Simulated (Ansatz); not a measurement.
**Fields on a plane of GaN (wurtzite)**

```xyz
4
Lattice="3.1833 0.0000 0.0000 -1.5916 2.7568 0.0000 0.0000 0.0000 5.1839" Properties=species:S:1:pos:R:3 pbc="T T T"
Ga     1.5916     0.9189     0.0051
Ga     0.0000     1.8379     2.5971
N      1.5916     0.9189     3.2358
N      0.0000     1.8379     0.6439
```

The slice is a (1 -1 0 0) plane (indices of the conventional cell) through the point (0.333, 0.667, 0.501) (fractional), spanned by u = [110] and v = [001] in vectors of this cell: u (3.18 Å) and v (5.18 Å, at 90° to u). It covers one period; positions are fractions (u, v).

Atoms on it: Ga at (0.00, 0.00); N at (0.00, 0.62). Other atoms lie within 1 Å of the plane.

All values below come from r2SCAN (plane waves to 500 eV, PAW, scalar-relativistic; Ansatz, a program for electronic structure). k mesh 12×12×7. Inside the PAW spheres the values are not all-electron values, and peaks at nuclei hang on which shells count as valence. GaN was relaxed with its symmetry unable to fall. The PAW data are Ansatz's earlier set.

```
|1111111111111111000000000011111111111111|
|1111111122221111111111111111112222111111|
|1111111122222211111111111111222222111111|
|1111111111111111111111111111111111111111|
|0000001111111111111111111111111111110000|
|0000000000001111111111111111110000000000|
|0000000000000000001111110000000000000000|
|1111110000000000000000000000000000001111|
|4444332200000000000000000000000000223344|
|8877663311000000000000000000000011336677|
|9999885522000000000000000000000022558899|
|9999885522000000000000000000000022558899|
|9999775522000000000000000000000022557799|
|7777553311000000000011000000000011335577|
|5544331100000000111111111100000000113344|
|2211110000000011111122111111000000001111|
|0000000000001111222222222211110000000000|
|0000000000001111222222222211110000000000|
|0000000000111122222222222222111100000000|
|0000000000111111222222222211111100000000|
|0000000000111111111111111111111100000000|
|0000000000001111111111111111110000000000|
|0000000000000000000000000000000000000000|
|0000000000000000000000000000000000000000|
|0000000000000000000000000000000000000000|
|0000000000000000000000000000000000000000|
|1100000000000000000000000000000000000000|
|1111000000000000000000000000000000000011|
|1111110000000000000000000000000000001111|
|1111111100000000000000000000000000111111|
|1111111111000000000000000000000011111111|
|1111111111111100000000000000111111111111|
```
Scale: ten equal steps from 0.011 (start of '0') to 0.287 (end of '9'), in the order '0123456789'. Values: density of the lowest conduction band (whole band as if filled, smooth part) in e/Å³. The map has 20 points along u (two characters each, u = 0 at the left) and 32 along v (v = 0 in the bottom row). 

```
|xxxxx  -*%%%*-  xxxx|
|xxxxx  =#%%%#=  xxxx|
|xxxx   +#%%%#+   xxx|
|xxx   -*%%@%%*-   xx|
|     -*#%@@@%#*-    |
|   .=*#%@@@@@%#*=.  |
| .-+*%%@@@@@@@%%*+-.|
|xxx-#%@@@@@@@@@%#-xx|
|xxxx=#%@@%%%@@%#=xxx|
|xxxxx*%%%###%%%*xxxx|
|xxxxx=##**+**##=xxxx|
|xxxxxx*+=---=+*xxxxx|
|xxxxx-+=.   .=+-xxxx|
|xxxxx==.     .==xxxx|
|xxxxx=-       -=xxxx|
|xxxx++-       -++xxx|
|=+*#*+-       -+*#*+|
|%%%%#*=.     .=*#%%%|
|@@@@%#+-.   .-+#%@@@|
|@@@@%#*+=-:-=+*#%@@@|
|@@@@@%##*+++*##%@@@@|
|@@@@@%%%#####%%%@@@@|
|%%%%%@@@@%%%@@@@%%%%|
|***#%%@@@@@@@@@%%#**|
|:-=+*%%@@@@@@@%%*+=-|
|   .=*#%%%%%%%#*=.  |
|     -*#%%%%%#*-    |
|xxx   =*#%%%#*=   xx|
|xxxx  .+#####+.  xxx|
|xxxxx  =*###*=  xxxx|
|xxxxx  -*#%#*-  xxxx|
|xxxxxx :*%%%*: xxxxx|
```
Scale: ten equal steps from -4.00 (start of ' ') to 4.83 (end of '@'), in the order ' .:-=+*#%@'. Values: electrostatic potential energy of an electron, from the cell's mean, in eV. The map has 20 points along u (one character each, u = 0 at the left) and 32 along v (v = 0 in the bottom row). Points within 0.8 Å of a nucleus are blanked (x), as the pseudised field means little there. Values under -4 eV are set to -4. The zero, the cell's mean, hangs on the PAW cores.

| Quantity | Result |
|---|---|
| Density on the Ga–N line (1.95 Å) at its density minimum, 0.9 Å from Ga | 0.70 e/Å³ |
| ELF at that point | 0.3 |
| Element round which the density of the highest valence band (whole band, smooth part) is largest on this plane | N |
